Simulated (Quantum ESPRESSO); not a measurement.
# Ru3RhAg2In2: input and log of a self-consistent run

Computed values, not a measurement. The program is pw.x of Quantum ESPRESSO 7.5 (plane-wave density functional theory). The cell is made up: eight metal atoms on a hexagonal close-packed lattice, with elements, volume, strain and displacements drawn at random and not relaxed, so it may be unstable or far from any real phase. PseudoDojo standard norm-conserving files set the functional (PBE unless stated); there is no spin polarisation or spin-orbit coupling, the Fermi-Dirac width of 0.25 eV means electrons at about 2900 K, and the masses in the input are unused placeholders. A spin test at this wide smearing found no moment, but such smearing suppresses magnetism that the real alloy may have.

Input:

```
&control calculation='scf', pseudo_dir='./dojo.nc.sr.pbe.v0_5.standard.upf', outdir='./o', disk_io='minimal', tprnfor=.true., tstress=.true. /
&system ibrav=0, nat=8, ntyp=4, nbnd=78, ecutwfc=87.97787729, nosym=.true., tot_charge=0,
 occupations='smearing', smearing='fd', degauss=0.0183746611
/
&electrons conv_thr=1.470e-08, electron_maxstep=70, mixing_beta=0.5 /
ATOMIC_SPECIES
Ag 1.0 Ag.upf
In 1.0 In.upf
Rh 1.0 Rh.upf
Ru 1.0 Ru.upf
CELL_PARAMETERS angstrom
0.0 0.0 4.7761
5.6954 0.0 0.0
-2.8477 4.9324 0.0
ATOMIC_POSITIONS angstrom
Ru 0.0074 -0.0138 0.0246
Ru -1.5178 2.48 0.1015
Rh 2.9409 0.0017 0.0156
Ru 1.4144 2.4609 -0.0518
Ag 0.0101 1.7247 2.4591
Ag -1.3761 4.088 2.3187
In 2.8969 1.6911 2.33
In 1.4487 3.9804 2.2623
K_POINTS automatic
5 5 5 1 1 1
```

The log is shortened where brackets say so; the opening notice, blank lines, dates and the lines on written files are dropped, and the path of the files is cut. It prints rydbergs, bohrs and kilobars, and counts compression as positive stress. Its total energy is the free energy E - TS of the whole cell.

```
     Program PWSCF v.7.5
     Parallel version (MPI & OpenMP), running on       4 processor cores
     Number of MPI processes:                 4
     Threads/MPI process:                     1
     [start-up lines left out]
     bravais-lattice index     =            0
     lattice parameter (alat)  =       9.0255  a.u.
     unit-cell volume          =     905.4251 (a.u.)^3
     number of atoms/cell      =            8
     number of atomic types    =            4
     number of electrons       =       129.00
     number of Kohn-Sham states=           78
     kinetic-energy cutoff     =      87.9779  Ry
     charge density cutoff     =     351.9115  Ry
     scf convergence threshold =      1.5E-08
     mixing beta               =       0.5000
     number of iterations used =            8  plain     mixing
     Exchange-correlation= PBE
                           (   1   4   3   4   0   0   0)
     [axes and pseudopotential details left out]
   Cartesian axes
     site n.     atom                  positions (alat units)
         1        Ru     tau(   1) = (   0.0015494  -0.0028894   0.0051506  )
         2        Ru     tau(   2) = (  -0.3177907   0.5192521   0.0212516  )
         3        Rh     tau(   3) = (   0.6157534   0.0003559   0.0032663  )
         4        Ru     tau(   4) = (   0.2961412   0.5152530  -0.0108457  )
         5        Ag     tau(   5) = (   0.0021147   0.3611105   0.5148762  )
         6        Ag     tau(   6) = (  -0.2881221   0.8559285   0.4854798  )
         7        In     tau(   7) = (   0.6065409   0.3540755   0.4878457  )
         8        In     tau(   8) = (   0.3033228   0.8333996   0.4736710  )
     number of k points=    63  Fermi-Dirac smearing, width (Ry)=  0.0184
                       cart. coord. in units 2pi/alat
        k(    1) = (   0.0838589   0.1452467   0.1000000), wk =   0.0320000
        k(    2) = (   0.0838589   0.3389091   0.1000000), wk =   0.0320000
     [further k points left out]
     Dense  grid:   100871 G-vectors     FFT dimensions: (  54,  72,  72)
     Estimated max dynamical RAM per process >     420.78 MB
     Estimated total dynamical RAM >       1.57 GB
     Initial potential from superposition of free atoms
     starting charge     128.9883, renormalised to     129.0000
     Starting wfcs are   78 randomized atomic wfcs
     total cpu time spent up to now is        5.6 secs
     per-process dynamical memory:   346.6 Mb
     Self-consistent Calculation
     iteration #  1     ecut=    87.98 Ry     beta= 0.50
     Davidson diagonalization with overlap
     ethr =  1.00E-02,  avg # of iterations =  5.9
     Threshold (ethr) on eigenvalues was too large:
     Diagonalizing with lowered threshold
     Davidson diagonalization with overlap
     ethr =  6.67E-04,  avg # of iterations =  1.3
     total cpu time spent up to now is       30.5 secs
     total energy              =   -1726.45798933 Ry
     estimated scf accuracy    <       0.90419962 Ry
     iteration #  2     ecut=    87.98 Ry     beta= 0.50
     Davidson diagonalization with overlap
     ethr =  7.01E-04,  avg # of iterations =  2.3
     total cpu time spent up to now is       44.0 secs
     total energy              =   -1726.13852356 Ry
     estimated scf accuracy    <       4.44833278 Ry
     iteration #  3     ecut=    87.98 Ry     beta= 0.50
     Davidson diagonalization with overlap
     ethr =  7.01E-04,  avg # of iterations =  2.1
     total cpu time spent up to now is       56.0 secs
     total energy              =   -1726.55067594 Ry
     estimated scf accuracy    <       3.48775820 Ry
     iteration #  4     ecut=    87.98 Ry     beta= 0.50
     Davidson diagonalization with overlap
     ethr =  7.01E-04,  avg # of iterations =  2.1
     total cpu time spent up to now is       67.3 secs
     total energy              =   -1726.72640487 Ry
     estimated scf accuracy    <       0.56191080 Ry
     iteration #  5     ecut=    87.98 Ry     beta= 0.50
     Davidson diagonalization with overlap
     ethr =  4.36E-04,  avg # of iterations =  1.1
     total cpu time spent up to now is       77.4 secs
     total energy              =   -1726.76008275 Ry
     estimated scf accuracy    <       0.32950719 Ry
     [iterations 6 to 9 left out]
     iteration # 10     ecut=    87.98 Ry     beta= 0.50
     Davidson diagonalization with overlap
     ethr =  1.27E-07,  avg # of iterations =  1.4
     total cpu time spent up to now is      132.6 secs
     total energy              =   -1726.78983300 Ry
     estimated scf accuracy    <       0.00001183 Ry
     iteration # 11     ecut=    87.98 Ry     beta= 0.50
     Davidson diagonalization with overlap
     ethr =  9.17E-09,  avg # of iterations =  2.5
     total cpu time spent up to now is      144.6 secs
     total energy              =   -1726.78983461 Ry
     estimated scf accuracy    <       0.00000118 Ry
     iteration # 12     ecut=    87.98 Ry     beta= 0.50
     Davidson diagonalization with overlap
     ethr =  9.14E-10,  avg # of iterations =  3.1
     total cpu time spent up to now is      157.5 secs
     total energy              =   -1726.78983477 Ry
     estimated scf accuracy    <       0.00000027 Ry
     iteration # 13     ecut=    87.98 Ry     beta= 0.50
     Davidson diagonalization with overlap
     ethr =  2.12E-10,  avg # of iterations =  2.1
     total cpu time spent up to now is      169.3 secs
     total energy              =   -1726.78983480 Ry
     estimated scf accuracy    <       0.00000003 Ry
     iteration # 14     ecut=    87.98 Ry     beta= 0.50
     Davidson diagonalization with overlap
     ethr =  2.46E-11,  avg # of iterations =  3.1
     total cpu time spent up to now is      182.5 secs
     End of self-consistent calculation
     [lines on levels left out]
!    total energy              =   -1726.78983481 Ry
     estimated scf accuracy    <          6.1E-09 Ry
     smearing contrib. (-TS)   =      -0.12885451 Ry
     internal energy E=F+TS    =   -1726.66098030 Ry
     The total energy is F=E-TS. E is the sum of the following terms:
     one-electron contribution =    -505.08503730 Ry
     hartree contribution      =     340.99716813 Ry
     xc contribution           =    -313.05709702 Ry
     ewald contribution        =   -1249.51601411 Ry
     convergence has been achieved in  14 iterations
     Forces acting on atoms (cartesian axes, Ry/au):
     atom    1 type  4   force =     0.00771118    0.00493519   -0.01622681
     atom    2 type  4   force =     0.01968872    0.00583495   -0.04651285
     atom    3 type  3   force =    -0.01639484    0.00233500   -0.01994098
     atom    4 type  4   force =     0.00742756   -0.01269389    0.00111270
     atom    5 type  1   force =    -0.00814972   -0.04523885   -0.00778077
     atom    6 type  1   force =    -0.00320066    0.03529266    0.03010589
     atom    7 type  2   force =    -0.00183903   -0.05553246    0.03065364
     atom    8 type  2   force =    -0.00524320    0.06506741    0.02858917
     Total force =     0.131388     Total SCF correction =     0.000239
     Computing stress (Cartesian axis) and pressure
          total   stress  (Ry/bohr**3)                   (kbar)     P=       -2.65
   0.00002727  -0.00006348   0.00000753            4.01       -9.34        1.11
  -0.00006348   0.00013523  -0.00000299           -9.34       19.89       -0.44
   0.00000753  -0.00000299  -0.00021664            1.11       -0.44      -31.87
     init_run     :      5.33s CPU      5.49s WALL (       1 calls)
     electrons    :    173.25s CPU    176.93s WALL (       1 calls)
     forces       :      1.69s CPU      1.69s WALL (       1 calls)
     stress       :      5.63s CPU      5.63s WALL (       1 calls)
     [timing details left out]
     PWSCF        :   3m 6.00s CPU   3m 9.91s WALL
     JOB DONE.
```

In other units: free energy -23494.173 eV for the cell, pressure -0.27 GPa, largest force component 1.673 eV/Å in size. The run took 192 s of wall time with four MPI processes on a shared machine (AMD EPYC, Zen 5, virtual cores), so the time is rough. A rerun of this cell at a higher cutoff and on a denser mesh moved values by no more than 0.009 eV in energy, 0.10 GPa in stress and 0.018 eV/Å in force, and a second program with other atomic files agreed on that cell to 2 % rms in force and 0.5 GPa in pressure.